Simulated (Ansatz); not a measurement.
## Kick test of a cell of LiSi2

It was reached by relaxing an invented guess, and it needn't be the stable form of this composition.

Level of theory: DFT PBE, scalar-relativistic, plane waves, PAW (Ansatz 0.2.0). Settings: cutoff 420 eV, Γ-centred mesh 12×12×6 on the computed 6-atom cell, Gaussian smearing of 0.10 eV; no spin polarisation.

The cell below (6 atoms, space group Cmcm (No. 63)) is relaxed within its symmetry.

```xyz
6
Lattice="1.9022 -4.0582 0.0000 1.9022 4.0582 0.0000 0.0000 0.0000 5.9431" Properties=species:S:1:pos:R:3 pbc="T T T"
Li    1.9022   -3.7197    1.4858
Li    1.9022    3.7197    4.4573
Si    1.9022   -1.2895    0.2657
Si    1.9022    1.2895    3.2373
Si    1.9022   -1.2895    2.7058
Si    1.9022    1.2895    5.6774
```

For the test a repeat of it with 12 atoms (edges 3.80, 4.48, 11.89 Å) was strained at random (σ = 1.5 % a component), the atoms were moved at random (σ = 0.10 Å), and all was relaxed again on a coarse 6×6×2 mesh (in the run’s order of axes) with 0.20 eV smearing, with no symmetry imposed.

Question: Is the structure stable against such a distortion?

Answer: It returns, within 1 meV/atom of the unmoved cell on that mesh and with the same symmetry when read at 0.1 Å. No instability shows in this cell; modes of other wave vectors, which need another repeat, aren't tested.
